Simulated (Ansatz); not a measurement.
## LiBe: stationary points along a deformation path

Computed with Ansatz, DFT r2SCAN, scalar-relativistic, plane waves, PAW. Settings: plane waves to 500 eV, k-mesh 18×18×18 (Γ-centred), Gaussian smearing 0.15 eV. No spin polarisation. Energies are free energies at this smearing, counted from the undisturbed cell; pressure is positive in compression.

Reference structure (as given, not relaxed at this level; it stands at 0.7 GPa, and it needn't be the usual structure):

```
Li Be
1.0
     2.81115    0.00000    0.00000
     0.00000    2.81115    0.00000
     0.00000    0.00000    2.81115
Li Be
1 1
Direct
  0.00000 0.00000 0.00000
  0.50000 0.50000 0.50000
```

At fixed volume and fractional coordinates, lengths along (0.000, 0.000, 1.000) are scaled against those across it; ρ is that ratio over its starting value. V = 11.108 Å³/atom. Δσ is the stress along the axis less the mean stress across it (compression positive).

| ρ | ΔE (meV/atom) | Δσ (GPa) | space group |
| --- | --- | --- | --- |
| 0.707 | 79.3 | 11.34 | P4/mmm |
| 0.780 | 36.8 | 7.08 | P4/mmm |
| 0.850 | 13.7 | 5.08 | P4/mmm |
| 0.920 | 1.0 | 1.65 | P4/mmm |
| 1.000 | 0.0 | 0.00 | Pm-3m |
| 1.100 | -0.6 | -0.44 | P4/mmm |
| 1.200 | -1.0 | 0.59 | P4/mmm |
| 1.300 | -5.9 | 2.11 | P4/mmm |
| 1.414 | -16.6 | 3.33 | P4/mmm |

**Question.** How does the stress give the slope of the energy, and where is the energy stationary?

**Answer.** Along the path d ln(length) is 2/3 d ln ρ on the axis and −1/3 d ln ρ across it, so dE/d ln ρ = −(2/3) V Δσ: the energy falls with ρ where Δσ is positive. Δσ vanishes or changes sign at ρ = 1.000 (Pm-3m), a stationary point at 0.0 meV/atom; between ρ = 1.100 and 1.200, a maximum (near 1.14 by linear interpolation). Pairs of stationary points between two samples would go unseen, and could change a minimum read from distant neighbours into a maximum. At ρ = 1.000 the cell is cubic, where symmetry alone makes the stress isotropic and the slope zero.

**Question.** Which shear constant sets the curvature at ρ = 1?

**Answer.** For a cubic crystal E/V = (2/3) C (ln ρ)² with C = C′ = (C11 − C12)/2, so Δσ = −2C ln ρ. The parabola of Δσ against ln ρ through ρ = 0.920, 1 and 1.100 gives C ≈ 6.4 GPa with the ions clamped, rough because the steps are large. It is the stress–strain coefficient at this cell's pressure of 0.7 GPa, not the zero-pressure constant.

**Question.** Integrate that slope from ρ = 1 to 0.780 by the trapezoid rule.

**Answer.** With V/N in Å³ and 1 eV/Å³ = 160.2 GPa the slopes at ρ = 1.000, 0.920, 0.850, 0.780 are 0, -76, -235, -327 meV/atom per unit of ln ρ. The steps add 3.2 + 12.3 + 24.1 = 39.6 meV/atom, against 36.8 from the energies; the trapezoid rule misses the curvature of the slope within each step.

**Question.** Is the start the lowest point of the path?

**Answer.** No: ρ = 1.414 lies 16.6 meV/atom lower, with no sampled rise above the start on the way. Volume and inner coordinates are held, so a relaxed structure there would lie lower still.

In a metal these slopes depend on the k mesh and the smearing.